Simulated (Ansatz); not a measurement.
C:
```yaml
crystal:
  lattice:
    - [0.00000, 1.77690, 1.77690]
    - [1.77690, 0.00000, 1.77690]
    - [1.77690, 1.77690, 0.00000]
  atoms:
    - { symbol: C, position: [0.50000, 0.50000, 0.50000] }
    - { symbol: C, position: [0.75000, 0.75000, 0.75000] }
```

Relaxed with PBEsol. Special points in fractions of this cell's reciprocal vectors: Γ (0.000, 0.000, 0.000); X (0.500, 0.000, 0.500); U (0.625, 0.250, 0.625); K (0.375, 0.375, 0.750); L (0.500, 0.500, 0.500); W (0.500, 0.250, 0.750).

Task: List the band energies nearest the valence-band maximum at these points for plane-wave PAW PBEsol (Ansatz code).

Result: In eV from the valence-band maximum; about four levels below and three above (degenerate sets whole), none deeper than 8.9 eV; … stands for higher levels left out; points with the same levels are listed once.

```csv
k,below,above
Γ,0.00 0.00 0.00,…
X,-6.41 -6.41,4.63 4.63 …
U,-5.46,5.56 10.71 …
L,-2.85 -2.85,8.43 8.43 …
W,-8.51 -8.51,10.51 10.51 …
```

Space group Fd-3m (diamond). The PBEsol relaxation kept the symmetry of its start.

Potentials: the later of the program's two PAW sets.
